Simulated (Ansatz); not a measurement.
# Structure types of Gd compared at 12 GPa

Structure types of Gd are relaxed in primitive cells with their symmetry kept at 12 GPa, first on PAW files, then by LAPW. The enthalpy is E + pV at zero temperature, without zero-point motion. Only the types listed were tried, and differences under about 5 meV/atom are mesh noise. Not among the end structures: hcp, which may lie lower.

Level of theory: DFT with PBEsol, scalar-relativistic, in Ansatz 0.2.0; Fermi–Dirac smearing of 0.08 eV, spin-polarised from start moments Gd 7 μB. LAPW: all electrons, basis error target 0.5 meV/atom; PAW: frozen-core files, cutoff 420 eV.

k meshes: fcc 14×14×14, bcc 15×15×15.

The open f shell is treated without a Hubbard term, so these are results of the method, and the state needn't be the lowest. Spin–orbit coupling is left out, which matters for the heavy atoms. The PAW files were made under PBE.

Problem. Order the types by LAPW enthalpy, lowest first.
A. bcc
B. fcc

Solution. B (0 meV/atom), A (81 meV/atom).

```
start type     ends as          a, b, c (Å)  V (Å³/atom)  H − H(lowest), LAPW (meV/atom)  same, PAW  moment (μB/atom)
       fcc  fcc, Fm-3m  4.592, 4.592, 4.592        24.21                             0.0        0.0              7.24
       bcc  bcc, Im-3m  3.664, 3.664, 3.664        24.59                            81.2       80.7              7.55
```

Problem. Split the lead of fcc over bcc into energy and pV.

Solution. For bcc less fcc: ΔE = +52.5 meV/atom, and p·ΔV = 12 GPa × +0.3840 Å³ × 6.242 meV/(GPa·Å³) = +28.8 meV/atom, together 81.3 meV/atom. fcc wins on both counts.
